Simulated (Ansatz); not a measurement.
MnGe:
```
CELL_PARAMETERS angstrom
      4.40089     0.00000     0.00000
      0.00000     4.40089     0.00000
      0.00000     0.00000     2.86863
ATOMIC_POSITIONS crystal
  Mn 0.00000 0.00000 0.00000
  Ge 0.50000 0.00000 0.50000
  Mn 0.50000 0.50000 0.00000
  Ge 0.00000 0.50000 0.50000
```
Starting moments (μB, in the order of the atoms Mn Ge Mn Ge): 2.8 0.0 -2.8 0.0.

Relaxed with PBE. Special points in fractions of this cell's reciprocal vectors: Γ (0.000, 0.000, 0.000); X (0.000, 0.500, 0.000); M (0.500, 0.500, 0.000); Z (0.000, 0.000, 0.500); R (0.000, 0.500, 0.500); A (0.500, 0.500, 0.500).

Q: List the band energies nearest the Fermi level at these points for PBE in the plane-wave PAW code Ansatz.

A: In eV from the Fermi level; about four levels below and three above (degenerate sets whole), none deeper than 8.9 eV; points with the same levels are listed once.

| k | below | above |
|---|---|---|
| Γ ↑ | -1.65 -1.48 -1.48 -0.81 | 0.82 1.17 1.17 |
| X ↑ | -1.68 -1.46 -0.59 -0.07 | 0.68 0.70 1.15 |
| M ↑ | -1.80 -1.74 -1.74 -1.02 | 0.29 0.92 0.92 |
| Z ↑ | -1.64 -1.64 -0.30 -0.19 | 1.08 2.24 2.71 2.71 |
| R ↑ | -2.60 -2.16 -1.88 -1.32 | 0.04 0.08 0.11 |
| A ↑ | -2.29 -1.89 -1.36 -1.36 | 0.27 0.43 0.96 |

Space group P4/mmm (L1₀ or tetragonal B2). The cell is a constructed one: a structure type filled with these elements; neither database checked (COD, Materials Project) lists it. Its standing as an ambient phase is unchecked. The cell was relaxed with PBE under the symmetry of its start, as lowered by the spin order; whether a distortion lowers the energy is not shown. The final state is antiferromagnetic, chosen from 4 collinear starts compared on coarse meshes (ties went to the first, and starts can fall back to one state), not a proven ground state. Point labels and valley counts follow the cell and symmetry of the run, lower than the named group. Scalar-relativistic: spin–orbit coupling is off unless named, which matters more the heavier the elements.

Potentials: the later of the program's two PAW sets.
